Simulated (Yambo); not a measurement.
# Convergence of the G0W0 gap of Rb2NiF6

G0W0@PBEsol for Rb2NiF6 (space group Fm-3m, No. 225) in Yambo. Reference settings: 2×2×2 Γ-centred k mesh, bands 5 to 222 and a 7 Ry block in the screening, 222 bands in G with the Bruneval-Gonze terminator, plasmon pole fitted at 27.2 eV. The PBEsol gap X → X on this mesh is 1.64 eV; G0W0 gaps are taken between the same points.

```json
[
 {"change from the reference": "reference settings", "G0W0 gap X → X (eV)": "5.38", "shift of the valence edge (eV)": "-1.58", "rough Yambo cost": "1"},
 {"change from the reference": "91 bands in W, 91 bands in G", "G0W0 gap X → X (eV)": "5.46", "shift of the valence edge (eV)": "-1.54", "rough Yambo cost": "about 1/3"},
 {"change from the reference": "146 bands in W, 146 bands in G", "G0W0 gap X → X (eV)": "5.43", "shift of the valence edge (eV)": "-1.55", "rough Yambo cost": "about 1/2"},
 {"change from the reference": "91 bands in G", "G0W0 gap X → X (eV)": "5.40", "shift of the valence edge (eV)": "-1.61", "rough Yambo cost": "–"},
 {"change from the reference": "146 bands in G", "G0W0 gap X → X (eV)": "5.40", "shift of the valence edge (eV)": "-1.59", "rough Yambo cost": "–"},
 {"change from the reference": "112 bands in W", "G0W0 gap X → X (eV)": "5.42", "shift of the valence edge (eV)": "-1.53", "rough Yambo cost": "about 1/2"},
 {"change from the reference": "3 Ry block", "G0W0 gap X → X (eV)": "6.42", "shift of the valence edge (eV)": "-2.41", "rough Yambo cost": "within a factor of two"},
 {"change from the reference": "2 Ry block", "G0W0 gap X → X (eV)": "6.65", "shift of the valence edge (eV)": "-2.67", "rough Yambo cost": "within a factor of two"},
 {"change from the reference": "pole fitted at 10 eV", "G0W0 gap X → X (eV)": "5.12", "shift of the valence edge (eV)": "-1.45", "rough Yambo cost": "–"},
 {"change from the reference": "no random integration", "G0W0 gap X → X (eV)": "5.24", "shift of the valence edge (eV)": "-1.27", "rough Yambo cost": "–"},
 {"change from the reference": "91 bands in G, no terminator", "G0W0 gap X → X (eV)": "5.46", "shift of the valence edge (eV)": "-1.12", "rough Yambo cost": "–"},
 {"change from the reference": "146 bands in G, no terminator", "G0W0 gap X → X (eV)": "5.44", "shift of the valence edge (eV)": "-1.25", "rough Yambo cost": "–"},
 {"change from the reference": "no terminator", "G0W0 gap X → X (eV)": "5.40", "shift of the valence edge (eV)": "-1.35", "rough Yambo cost": "–"}
]
```

The reference isn't shown to be the converged limit. Costs are rough (shared machines), scaled to the same edge states, and given only for runs that recompute the screening.

The 3d shell has no Hubbard U; the runs are without spin polarisation, and magnetic order was not tried.

Geometry of the Materials Project entry, not relaxed at this level; primitive cell a = b = c = 5.9108 Å, α = β = γ = 60.00°.

A shift is the quasiparticle energy of the state minus its PBEsol energy.
